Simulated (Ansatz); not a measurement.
BaMg$_{2}$Sb$_{2}$:
```xyz
5
Lattice="4.7902 0.0000 0.0000 -2.3951 4.1485 0.0000 0.0000 0.0000 8.1924" Properties=species:S:1:pos:R:3 pbc="T T T"
Ba     0.0000     0.0000     0.0000
Mg     2.3951     1.3828     3.0866
Mg     0.0000     2.7656     5.1058
Sb     2.3951     1.3828     5.9860
Sb     0.0000     2.7656     2.2065
```

DFT-r²SCAN in the program Ansatz with PAW potentials gives a gap of 1.20 eV without spin–orbit coupling, maximum at Γ, minimum at M.

**Question.** What happens when spin–orbit coupling is switched on?

**Answer.** The gap decreases by 0.20 eV, to 1.00 eV; maximum at Γ, minimum at M.

**Question.** Give the electron effective mass with spin–orbit coupling.

**Answer.** 0.14, 0.87, 1.7 mₑ (principal values).

**Question.** Give the hole effective mass with spin–orbit coupling.

**Answer.** 0.19, 0.19, 0.58 mₑ (principal values).

Space group P-3m1. The workflow started from a Materials Project entry (that database holds measured and hypothetical structures alike); the Crystallography Open Database files this formula in space group No. 164, but the cells were not matched. Whether it is the stable phase at ambient conditions was not checked. The cell was relaxed with r²SCAN under the symmetry of its start; its stability against distortions is not shown here.

Potentials: the later of the program's two PAW sets.
